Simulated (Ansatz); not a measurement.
Starting structure of a cell relaxation (symmetry kept):

```
CELL_PARAMETERS angstrom
-3.29512 3.29512 2.60384
3.29512 -3.29512 2.60384
3.29512 3.29512 -2.60384
ATOMIC_POSITIONS crystal
Zr 0.41119 0.91119 0.82238
Zr 0.08881 0.58881 0.17762
Zr 0.58881 0.41119 0.50000
Zr 0.91119 0.08881 0.50000
Cu 0.50000 0.50000 0.00000
Ni 0.00000 0.00000 0.00000
```

Computed with DFT r2SCAN, scalar-relativistic, plane waves, PAW in Ansatz.

Cutoff 500 eV; k points 10×10×10 on the computed 6-atom cell (Γ-centred); Gaussian smearing, width 0.10 eV; no spin polarisation.

What does it relax to?

The volume decreases by 0.21 Å³/atom to 18.64 Å³/atom, and the energy falls by 0.9 meV/atom. Final structure:
```
CELL_PARAMETERS angstrom
-3.28570 3.28570 2.58926
3.28570 -3.28570 2.58926
3.28570 3.28570 -2.58926
ATOMIC_POSITIONS crystal
Zr 0.41113 0.91113 0.82227
Zr 0.08887 0.58887 0.17773
Zr 0.58887 0.41113 0.50000
Zr 0.91113 0.08887 0.50000
Cu 0.50000 0.50000 0.00000
Ni 0.00000 0.00000 0.00000
```

Course of the relaxation (steps run on the plane waves of an earlier cell, and the basis is chosen afresh near the end, so energy and pressure can step there; trial steps that raised the energy were taken back; energies are free energies):

```csv
step,E − E_final (meV/atom),largest force component (eV/Å),P (GPa),V (Å³/atom)
1,0.9,0.008,-1.31,18.85
2,1.7,0.059,1.89,18.35
3,-0.1,0.000,-0.04,18.65
4,-0.1,0.001,0.00,18.64
5,-0.1,0.000,0.00,18.64
6,0.0,0.000,0.00,18.64
```

Spin polarisation was left out, and a magnetic state may lie lower.

Cost: 1 run of about 28 core-minutes, on Arm Neoverse N1 (shared hosts).